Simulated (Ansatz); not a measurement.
# Be: reading a single point

```
CELL_PARAMETERS angstrom
1.13982 1.97423 0.00000
-1.13982 1.97423 0.00000
0.00000 0.00000 3.57240
ATOMIC_POSITIONS crystal
Be 0.33333 0.33333 0.25000
Be 0.66667 0.66667 0.75000
```

Single point in Ansatz 0.2.0 with r2SCAN, no spin polarisation. Cutoff 500 eV, PAW datasets, 17×17×9 Γ-centred k mesh, fermi-dirac filling (width 0.1 eV).

What happens at the Fermi level?

It is a metal, with about 0.15 states/eV a cell as the mean within 0.25 eV of the Fermi level.

What does the stress say?

The pressure is -1.9 GPa (compression positive), so with the atoms held at these fractions the cell would first shrink.

Origin: a database entry at a rescaled volume.
